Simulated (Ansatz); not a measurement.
Question: Monolayer C (graphene, P6/mmm in the vacuum cell, 2 atoms) is relaxed with r²SCAN+D4 in the plane-wave PAW code Ansatz. What in-plane lattice and thickness result?

Answer: a = 2.455 Å; 0.00 Å between the outermost nuclei.

Electronic character: no gap, with almost no states at the Fermi level. Work function: 4.25 eV. Highest zone-centre frequency: 1590 cm^-1. Dynamical stability at Γ: no clearly imaginary mode.

A layer that has been made, often on a substrate. It is flat by the symmetry kept. The r²SCAN+D4 relaxation kept the symmetry of its start. As this level gives no gap, phonon frequencies hold no LO–TO term and depend on the k-mesh and smearing (Fermi–Dirac, 0.1 eV here).

Potentials: the later of the program's two PAW sets.
